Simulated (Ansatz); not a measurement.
Relaxed Tl (hcp, Mg type):

```yaml
crystal:
  lattice:
    - [7.21657, 0.00000, 0.00000]
    - [-1.80414, 3.12487, 0.00000]
    - [0.00000, 0.00000, 5.57421]
  atoms:
    - { symbol: Tl, position: [0.16667, 0.66667, 0.75000] }
    - { symbol: Tl, position: [0.66667, 0.66667, 0.75000] }
    - { symbol: Tl, position: [0.33333, 0.33333, 0.25000] }
    - { symbol: Tl, position: [0.83333, 0.33333, 0.25000] }
```

The numbers are results of PBE (plane waves to 420 eV, PAW, scalar-relativistic; Ansatz, a program for electronic structure), not measurements. k mesh 6×12×7 (Γ-centred), Fermi-Dirac smearing 0.05 eV. With partly filled bands, energies and forces of such displacements shift with the k mesh and the smearing. Spin-orbit coupling is left out, though Tl is heavy. The relaxed volume of Tl is well above the measured one; the method has no dispersion term. Tl was relaxed with its symmetry unable to fall.

One atom of the cell was then moved (with its periodic images), all else fixed, and the forces (eV/Å) came out as:

| atom | Fx | Fy | Fz |
|---|---|---|---|
| Tl1 | 0.088 | 0.062 | 0.000 |
| Tl2 | -0.069 | -0.045 | 0.000 |
| Tl3 | -0.005 | -0.010 | 0.000 |
| Tl4 | -0.014 | -0.007 | 0.000 |

**Question.** Which atom was moved, and by which vector (Å)?

**Answer.** Tl1, by (-0.05, -0.05, 0.00), 0.07 Å in all.

(A displaced cell: forces are minus the slopes of the energy, force constants its curvatures, and phonons follow from these.)
